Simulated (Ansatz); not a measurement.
Input:

Ti5Ge3:
```xyz
16
Lattice="7.5474 0.0000 0.0000 -3.7737 6.5363 0.0000 0.0000 0.0000 5.1951" Properties=species:S:1:pos:R:3 pbc="T T T"
Ti    -2.8254     4.8937     3.8964
Ti    -0.9483     1.6426     1.2988
Ti     1.8967     0.0000     1.2988
Ti     5.6507     0.0000     3.8964
Ti     0.9483     1.6426     3.8964
Ti     2.8254     4.8937     1.2988
Ti     0.0000     4.3575     2.5976
Ti     3.7737     2.1788     2.5976
Ti     3.7737     2.1788     0.0000
Ti     0.0000     4.3575     0.0000
Ge     2.3051     3.9926     3.8964
Ge     1.4686     2.5437     1.2988
Ge    -2.3051     3.9926     1.2988
Ge    -1.4686     2.5437     3.8964
Ge     2.9372     0.0000     3.8964
Ge     4.6102     0.0000     1.2988
```

This is the r²SCAN-relaxed structure.

Question: All from the program Ansatz at the r²SCAN level (PAW), unless another level is named. Give the electronic character.

Answer: metallic (no gap).

Question: What about the formation energy from the elements (no fitted shifts)?

Answer: -0.75 eV/atom.

Question: Predict the density of states at the Fermi level.

Answer: 0.53 states/eV per atom (mean over ±0.08 eV).

Space group P6_3/mcm. The first step of the workflow began from a Materials Project structure, measured or hypothetical; the Crystallography Open Database files this formula in space group No. 193, but the cells were not matched. Its standing as an ambient phase is unchecked. The cell was relaxed with r²SCAN under the symmetry of its start; its stability against distortions is not shown here. No spin polarisation was allowed. The references are the lowest solids computed at this level, not always the standard phases. Spin–orbit coupling is left out wherever it is not named.

Potentials: the later of the program's two PAW sets.
